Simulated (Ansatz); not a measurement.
## In$_{2}$BiO$_{2}$ in Ansatz, relaxation

Run with:

```bash
ansatz run input.yaml --threads 2 --pin off --max-ram 3584MiB --backend cpu --events-out ev --progress --plain --runs-dir out
```

input.yaml:

```yaml
crystal:
  lattice:
    - [0.0, 3.921445, 0.0]
    - [3.921445, 0.0, 0.0]
    - [1.960722, 1.960722, -6.676372]
  atoms:
    - { symbol: In, position: [0.344, 0.344, 0.312] }
    - { symbol: In, position: [0.656, 0.656, 0.688] }
    - { symbol: Bi, position: [0.0, 0.0, 0.0] }
    - { symbol: O, position: [0.25, 0.75, 0.5] }
    - { symbol: O, position: [0.75, 0.25, 0.5] }
  symmetry: { tolerance: 0.0003 }
kpoints:
  mp_grid: { grid: [7, 7, 7], shift: [0, 0, 0] }
magnetization:
  spin_polarized: false
scf:
  occupations: { method: cold, width: 0.098 }
  lower_state_search: "off"
hamiltonian:
  pseudopotentials: { kind: paw }
  xc: r2scan
basis:
  ecutwfc: 500
  fft_grid_basis: typed
relax:
  max_steps: 60
output:
  forces: true
  stress: true
  eigenvalues: true
  bader: true
  populations: true
  elf: true
  write_potential: true
  volumetric_format: npy
  dos:
    e_range: [-12, 8]
    de: 0.05
    projected: { site_lists: { Bi: [Bi], In: [In], O: [O] } }
  write_density: true
checkpoint:
  read: saved_state
```

Origin of the cell: a known structure type with other elements, at an estimated volume, so it need not be a known compound.

The saved state is a converged single point of the same cell.

Steps:

```
step  ΔF (meV/atom)  max force component (eV/Å)  SCF iterations  step was
   1            0.0                       3.132               8  accepted
   2         -150.9                       0.658               7  accepted
   3         -157.3                       0.024               6  accepted
   4         -157.3                       0.024               5  accepted
   5         -157.3                       0.001               6  accepted
```

Before:

Space group I4/mmm (No. 139); the run's cell has a = 3.921 Å, b = 3.921 Å, c = 7.229 Å, α = 74.26°, β = 74.26°, γ = 90.00°. Shortest distances: In–O 2.33 Å, O–O 2.77 Å, Bi–In 3.47 Å.

After:

Space group I4/mmm (No. 139); the run's cell has a = 3.921 Å, b = 3.921 Å, c = 7.229 Å, α = 74.26°, β = 74.26°, γ = 90.00°. Shortest distances: In–O 2.21 Å, O–O 2.77 Å, In–In 3.43 Å.

```xyz
5
Lattice="0.0000 3.9214 0.0000 3.9214 0.0000 0.0000 1.9607 1.9607 -6.6764" Properties=species:S:1:pos:R:3 pbc="T T T"
In    1.9607    1.9607   -2.3261
In    3.9214    3.9214   -4.3503
Bi    0.0000    0.0000    0.0000
O     3.9214    1.9607   -3.3382
O     1.9607    3.9214   -3.3382
```

* Free energy lowered by: 157.3 meV/atom
* Final pressure: -4.84 GPa
* Relaxation steps listed: 5

Caveats: no moments, though an odd count or open d shells may carry them; no spin-orbit coupling, though heavy elements are present; the SCF threshold is looser than advised for a stress; the relaxation held the start's symmetry, so the end may be a saddle point.

Time: 86 s of wall time on 2 CPU thread(s) of a shared host, from a saved density.
